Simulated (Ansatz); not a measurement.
## BaHI: levels and charges under dearer methods

A database entry relaxed whole under r2SCAN at zero pressure (P4/nmm, No. 129):

```
Ba H I
1.0
     4.74200    0.00000    0.00000
     0.00000    4.74200    0.00000
     0.00000    0.00000    7.80829
Ba H I
2 2 2
Direct
  0.00000 0.50000 0.17187
  0.50000 0.00000 0.82813
  0.00000 0.00000 0.00000
  0.50000 0.50000 0.00000
  0.00000 0.50000 0.66063
  0.50000 0.00000 0.33937
```

Its volume is 29.26 Å³ an atom, -4.3 % against the entry's 30.56, which is old or was flagged in a check.

Single points on this cell with plane-wave PAW DFT (Ansatz 0.2.0; r2SCAN 500 eV, hybrids 420 eV; fermi-dirac occupations of width 0.020 eV; no moments): r2SCAN on a 6×6×4 Γ-centred mesh; r2SCAN with spin-orbit coupling on a 6×6×4 Γ-centred mesh; HSE06 on a 6×6×4 Γ-centred mesh; PBE0 on a 6×6×4 Γ-centred mesh.

Q: What does each level give for gap and charges?

A: The runs give:

```json
{"level": "r2SCAN", "gap (eV), or kind": "3.19", "pressure (GPa)": "0.0", "Bader charge of Ba (e)": "+1.48", "Bader charge of H (e)": "-0.72", "Bader charge of I (e)": "-0.76"}
{"level": "r2SCAN with spin-orbit coupling", "gap (eV), or kind": "3.09", "pressure (GPa)": "0.0", "Bader charge of Ba (e)": "+1.48", "Bader charge of H (e)": "-0.72", "Bader charge of I (e)": "-0.76"}
{"level": "HSE06", "gap (eV), or kind": "3.67", "pressure (GPa)": "-0.1", "Bader charge of Ba (e)": "+1.48", "Bader charge of H (e)": "-0.71", "Bader charge of I (e)": "-0.76"}
{"level": "PBE0", "gap (eV), or kind": "4.36", "pressure (GPa)": "-0.2", "Bader charge of Ba (e)": "+1.48", "Bader charge of H (e)": "-0.71", "Bader charge of I (e)": "-0.77"}
```

Under r2SCAN the gap is 3.19 eV, over mesh and band path. HSE06 moves it by +0.48 eV and PBE0 by +1.17 eV; PBE0 keeps its exact exchange at long range, which widens the gap over HSE06's by 0.69 eV on their common mesh. Spin-orbit coupling moves the r2SCAN gap by -0.10 eV, which the hybrid values lack.

Caveats: the relaxation kept the start's symmetry; HSE06 is read on its mesh and at the zone's corners, PBE0 on its mesh alone; the relaxed cell lies far from the entry, by an error of the functional or of the entry; hybrid pressures are good to a few tenths of a GPa; pressure is positive in compression.
